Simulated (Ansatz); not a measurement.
# ScCo under pressure

Method: DFT LDA, scalar-relativistic, plane waves, PAW (Ansatz 0.2.0). Settings: 420 eV plane-wave cutoff, Γ-centred 14×14×14 mesh, Fermi-Dirac smearing of 0.15 eV. No spin polarisation. Phonons by linear response, acoustic sum rule imposed.

Relaxed structure:
```xyz
2
Lattice="3.0340 0.0000 0.0000 0.0000 3.0340 0.0000 0.0000 0.0000 3.0340" Properties=species:S:1:pos:R:3 pbc="T T T"
Sc    1.5170    1.5170    1.5170
Co    0.0000    0.0000    0.0000
```

In a metal, frequencies and elastic constants depend on the k mesh and the smearing, soft modes and shear constants most. Spin polarisation was left out, and a magnetic state may lie lower.

The cell is relaxed again at 2 and 6 GPa. How do volume, gap and optical modes at Γ (cm⁻¹, counted from the lowest optical one; a degenerate one stands once) change?

Answers

```tsv
	0 GPa	2 GPa	6 GPa
V/V0	1.000	0.987	0.962
gap (eV)	0.00	0.00	0.00
mode 1	222	227	237
```